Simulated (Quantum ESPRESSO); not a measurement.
# Moving one atom in Ga3MgP3S

The results below are calculated, not measured. They come from pw.x of Quantum ESPRESSO 7.5, a plane-wave density functional program, with PseudoDojo standard norm-conserving files (v0.5 for PBE, v0.4.1 for LDA and PBEsol). The cells are made up: elements, strain and atom displacements were drawn at random, and nothing was relaxed. There is no spin polarisation, spin-orbit coupling or dispersion term.

The cell has 8 sites of a zincblende or diamond lattice. Sites 1 to 4 hold Ga Ga Ga Mg; sites 5 to 8 hold P P S P. Cell vectors in Å: (5.675, -0.001, -0.060); (-0.001, 5.560, -0.048); (-0.060, -0.048, 5.567). Settings: PBE, cutoff 1143 eV, 4 x 4 x 4 k mesh shifted by half a step, Fermi-Dirac smearing of 0.025 eV.

Each run shifts the Ga atom on site 3 along y and leaves all else fixed. Site 8 is one of its nearest neighbours. E is the free energy of the cell above the lowest run shown. The last column is band 36 less band 35 at Gamma, from a band step after each run.

```
run  shift (Å)  Fy on site 3 (eV/Å)  Fy on site 8 (eV/Å)  P (GPa)  E (meV)  level step at Gamma (eV)
  1    -0.1463                0.591               -0.063    -0.17     21.8                     0.757
  3    -0.0926                0.159                0.093    -0.29      1.6                     0.735
  4    -0.0709               -0.018                0.155    -0.33      0.0                     0.724
  5     0.0504               -1.019                0.481    -0.41     62.7                     0.644
  6     0.1250               -1.630                0.660    -0.35    161.5                     0.587
  7     0.1828               -2.093                0.785    -0.25    269.2                     0.541
  2    -0.1088                    ?                    ?        ?        ?                         ?
```

A rerun of one of these cells at 1437 eV and k mesh 6 x 6 x 6 moved values by no more than 0.007 eV in the cell's energy, 0.02 GPa in stress and 0.006 eV/Å in force.

## Worked fit

A parabola through the six runs shown gives Fy on site 3 = -0.604 - 8.19 u + 0.1 u² eV/Å, with u in Å and a scatter of 0.006 eV/Å. Minus the slope, 8.19 ± 0.09 eV/Å², is this atom's force constant along y at u = 0, with its periodic images moving too. The fitted force vanishes at u = -0.074 Å, where the energy should be lowest along this line. The error is the larger of the fit's own and the change that a cubic makes, rounded up.

## Withheld run

Question: what Fy on site 3 should run 2 give?

The fit gives 0.288 eV/Å. The calculation gave 0.290 eV/Å.

| run | shift (Å) | Fy on site 3 (eV/Å) | Fy on site 8 (eV/Å) | P (GPa) | E (meV) | level step at Gamma (eV) |
| --- | --- | --- | --- | --- | --- | --- |
| 2 | -0.1088 | 0.290 | 0.046 | -0.26 | 5.2 | 0.743 |